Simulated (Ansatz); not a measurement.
WP2 (space group Cmc2_1)

```xyz
6
Lattice="1.5744 -5.5681 0.0000 1.5744 5.5681 0.0000 0.0000 0.0000 4.9532" Properties=species:S:1:pos:R:3 pbc="T T T"
P      1.5744     4.7875     1.8960
P      1.5744    -4.7875     4.3726
P      1.5744    -3.3070     0.9934
P      1.5744     3.3070     3.4700
W      1.5744     1.0381     2.4748
W      1.5744    -1.0381     4.9514
```

This relaxed cell (volume V₀) is scaled evenly in all directions, its shape held. The atoms relax within the cell's symmetry.

The numbers are results of PBEsol (plane waves to 420 eV, PAW, scalar-relativistic; Ansatz, a program for electronic structure), not measurements. k mesh 15×15×10 (Γ-centred), Fermi-Dirac smearing 0.05 eV. The energy includes the smearing's −TS. Compression counts positive. Spin-orbit coupling is left out, though W is heavy. WP2 is run without spin polarisation. WP2 was relaxed with its symmetry unable to fall. ΔE is measured from the relaxed starting cell.

```json
[
 {"V/V₀": "0.900", "P (GPa)": "(withheld)", "ΔE (eV/atom)": "0.111"},
 {"V/V₀": "0.925", "P (GPa)": "18.9", "ΔE (eV/atom)": "(withheld)"},
 {"V/V₀": "0.950", "P (GPa)": "11.7", "ΔE (eV/atom)": "0.025"},
 {"V/V₀": "0.975", "P (GPa)": "5.5", "ΔE (eV/atom)": "0.006"},
 {"V/V₀": "1.000", "P (GPa)": "0.0", "ΔE (eV/atom)": "0.000"},
 {"V/V₀": "1.025", "P (GPa)": "-4.8", "ΔE (eV/atom)": "0.006"},
 {"V/V₀": "1.050", "P (GPa)": "-9.0", "ΔE (eV/atom)": "0.021"},
 {"V/V₀": "1.075", "P (GPa)": "-12.7", "ΔE (eV/atom)": "0.046"},
 {"V/V₀": "1.100", "P (GPa)": "-15.8", "ΔE (eV/atom)": "(withheld)"}
]
```

**Question.** Fill in the missing entries.

**Answer.** 
- 0.900, P (GPa): 26.9
- 0.925, ΔE (eV/atom): 0.060
- 1.100, ΔE (eV/atom): 0.078

(A scan under strain: stresses follow from slopes of the energy per volume, elastic moduli from its curvatures.)
